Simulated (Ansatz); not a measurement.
Relaxed-ion elastic tensor of ZrB₂ in space group P6/mmm (No. 191; Zr on 1a, B on 2d) in GPa (Voigt order), PBE in the plane-wave PAW code Ansatz; density 6.07 g/cm³, 10.28 Å³ per atom.

```
 563  55.3   120   0.0   0.0   0.0
55.3   563   120   0.0   0.0   0.0
 120   120   432   0.0   0.0   0.0
 0.0   0.0   0.0   251   0.0   0.0
 0.0   0.0   0.0   0.0   251   0.0
 0.0   0.0   0.0   0.0   0.0   254
```

### Question
Is the crystal mechanically stable?

### Answer
Yes: the smallest eigenvalue of C is 251 GPa.

### Question
Work out the Voigt, Reuss and Hill averages.

### Answer
K_V = 239, K_R = 238, K_H = 238; G_V = 235, G_R = 229, G_H = 232 GPa.

### Question
Give Young's modulus, Poisson's ratio, Pugh's ratio and the universal anisotropy index.

### Answer
E = 9KG/(3K + G) = 525 GPa; ν = 0.13; K/G = 1.03 (brittle by the Pugh limit of 1.75); A_U = 5G_V/G_R + K_V/K_R − 6 = 0.15.

### Question
Estimate the sound speeds and the Debye temperature.

### Answer
v_l = √((K + 4G/3)/ρ) = 9490 m/s, v_t = √(G/ρ) = 6180 m/s, mean 6770 m/s; Θ = (h/k)(3n/4πV)^(1/3) v_m = 927 K.

### Question
How much does each axis shrink under pressure?

### Answer
Linear compressibilities β_i = Σ_j S_ij (j = 1 to 3): x 1.3, y 1.3, z 1.6 per TPa.

The cell was relaxed with PBE under the symmetry of its start; phonons on a q-mesh show no instability. No spin polarisation was allowed. As this level gives no gap, shear constants depend on the k-mesh and smearing (Fermi–Dirac, 0.1 eV here).

Potentials: the later of the program's two PAW sets.
